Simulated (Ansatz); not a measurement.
MgO:
```
MgO
1.0
    5.49846     0.00000     0.00000
    0.00000     5.49846     0.00000
    0.00000     0.00000     3.26668
Mg O
4 4
Direct
  0.32089   0.67911   0.00000
  0.67911   0.32089   0.00000
  0.82089   0.82089   0.50000
  0.17911   0.17911   0.50000
  0.31635   0.31635   0.00000
  0.68365   0.68365   0.00000
  0.18365   0.81635   0.50000
  0.81635   0.18365   0.50000
```

Relaxed with r²SCAN. Special points in fractions of this cell's reciprocal vectors: Γ (0.000, 0.000, 0.000); X (0.000, 0.500, 0.000); M (0.500, 0.500, 0.000); Z (0.000, 0.000, 0.500); R (0.000, 0.500, 0.500); A (0.500, 0.500, 0.500).

**Question.** List the band energies nearest the valence-band maximum at these points for r²SCAN in the plane-wave PAW code Ansatz.

**Answer.** In eV from the valence-band maximum; about four levels below and three above (degenerate sets whole), none deeper than 8.9 eV; points with the same levels are listed once.

| k | below | above |
|---|---|---|
| Γ | -0.33 -0.04 -0.04 -0.01 | 4.16 9.16 9.27 |
| X | -0.33 -0.33 -0.28 -0.28 | 6.34 6.34 8.88 8.88 |
| M | -0.44 -0.44 -0.37 -0.37 | 7.37 7.37 7.56 7.56 |
| Z | -0.79 -0.79 -0.50 -0.50 | 8.60 8.60 9.69 9.69 |
| R | -0.60 -0.60 -0.20 -0.20 | 8.80 8.80 8.89 8.89 |
| A | -0.53 -0.53 -0.43 -0.43 | 7.92 7.92 8.74 8.74 |

Space group P4_2/mnm. The start of the workflow was typed in or built on a structure type; neither database checked (COD, Materials Project) lists it. It is not the phase usual at ambient conditions (space group No. 225). The cell was relaxed with r²SCAN under the symmetry of its start; whether a distortion lowers the energy is not shown.

Potentials: the later of the program's two PAW sets.
